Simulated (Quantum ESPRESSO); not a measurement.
# Planted mistakes on one cell of GeSiAlO5F

Calculated results; nothing here was measured. They come from pw.x of Quantum ESPRESSO 7.5, a plane-wave density functional program, with PseudoDojo standard norm-conserving files (v0.5 for PBE, v0.4.1 for LDA and PBEsol). The cells are made up: elements, strain and atom displacements were drawn at random, and nothing was relaxed. There is no spin polarisation, spin-orbit coupling or dispersion term.

The cell has 10 sites of a corundum lattice. Sites 1 to 4 hold empty Ge Si Al; sites 5 to 10 hold O O O O O F. Cell vectors in Å: (2.319, 1.302, 4.146); (-2.437, 1.334, 4.201); (-0.032, -2.756, 4.212). Settings: PBE, cutoff 1143 eV, 6 x 6 x 6 k mesh shifted by half a step, Fermi-Dirac smearing of 0.025 eV.

The intended run has a self-consistency threshold of 1e-07 eV, a smearing term of 0.000 eV, a pressure of 6.27 GPa and 11 iterations. Each further run changes one thing: all lengths scaled by 0.9866; atoms of sites 7 and 10 exchanged; cutoff 675 eV; files of PBEsol; k mesh 1 x 1 x 1; one electron added; smearing 0.74 eV; threshold 0.2 eV. A coarse mesh keeps the shift, and a charged cell sits in a uniform background.

```
run,change of free energy (eV),smearing term -TS (eV),change of P (GPa),largest change of a force component (eV/Å),iterations
A,0.227,0.000,10.30,0.517,11
B,12.866,-0.004,48.53,1.842,11
C,11.926,0.000,-6.38,0.197,11
D,0.038,0.000,4.72,0.216,4
E,-0.257,-1.048,3.38,0.381,11
F,10.517,0.000,-125.04,0.346,11
G,-0.136,0.000,0.26,5.133,11
H,-1.928,0.000,-4.89,0.602,12
```

A rerun of the intended cell at 1437 eV and k mesh 8 x 8 x 8 moved values by no more than 0.003 eV in the cell's energy, 0.04 GPa in stress and 0.002 eV/Å in force.

Question: which change belongs to which run?

## Worked reading

Run D has the fewest iterations, as a run stopped early does. Run E has the largest smearing term, as wide smearing gives. Run F has a higher energy and the largest fall in pressure, as too small a basis gives. Run A changes the volume by a factor of 0.9603; minus its pressure change over the logarithm of that factor, 254 GPa, is a rough bulk modulus with clamped atoms. Energies from files of another functional, or of a charged cell, have another zero and say nothing on stability; the pressure of a charged cell rests on the program's zero of potential too.

## Key

```
run                             change
  A       all lengths scaled by 0.9866
  B                 one electron added
  C                    files of PBEsol
  D                   threshold 0.2 eV
  E                   smearing 0.74 eV
  F                      cutoff 675 eV
  G  atoms of sites 7 and 10 exchanged
  H                   k mesh 1 x 1 x 1
```